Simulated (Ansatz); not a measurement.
## CsCaF3: do energies and stresses tell the same story?

Method: Ansatz, DFT r2SCAN, scalar-relativistic, plane waves, PAW.

Plane waves to 500 eV, a k mesh through Γ of 6×6×6 on the computed 5-atom cell and Gaussian smearing (0.02 eV); no spin polarisation.

Relaxed cell: Pm-3m, a = 4.517 Å, b = 4.517 Å, c = 4.517 Å, α = 90.00°, β = 90.00°, γ = 90.00°, 5 atoms in the primitive cell. Whether it is the stable form of this composition wasn't checked.

Energies at zero smearing and pressures from the stress tensor, at volumes with shape and atoms relaxed:
```csv
V (Å³/atom),E − E(first) (meV/atom),P (GPa)
17.329,0.00,3.92
17.882,-9.74,1.79
18.435,-12.73,-0.01
18.988,-10.02,-1.52
19.542,-2.52,-2.79
```

Check P = −dE/dV between neighbouring volumes, and get the bulk modulus from the pressures alone.

With 1 eV/Å³ = 160.2 GPa:
```tsv
middle V (Å³/atom)	−ΔE/ΔV (GPa)	mean P (GPa)
17.606	2.822	2.855
18.159	0.866	0.889
18.712	-0.784	-0.765
19.265	-2.174	-2.156
```

The two differ by 0.03 GPa at most. The mean of two end pressures misses the average over a step by about ΔV² P″/12, up to 0.03 GPa here; with that taken off 0.00 GPa remains. Around V = 18.435 Å³/atom, the two neighbours give B = −V ΔP/ΔV = 18.435 × 3.31 / 1.106 = 55.1 GPa, against B0 = 54.9 GPa from the Birch–Murnaghan fit of the energies.

Symmetry holds off the tilts and polar distortions that many cubic perovskites undergo.

Cost: 6 runs of about 1.7 core-minutes in all, on Arm Neoverse V2 (shared hosts).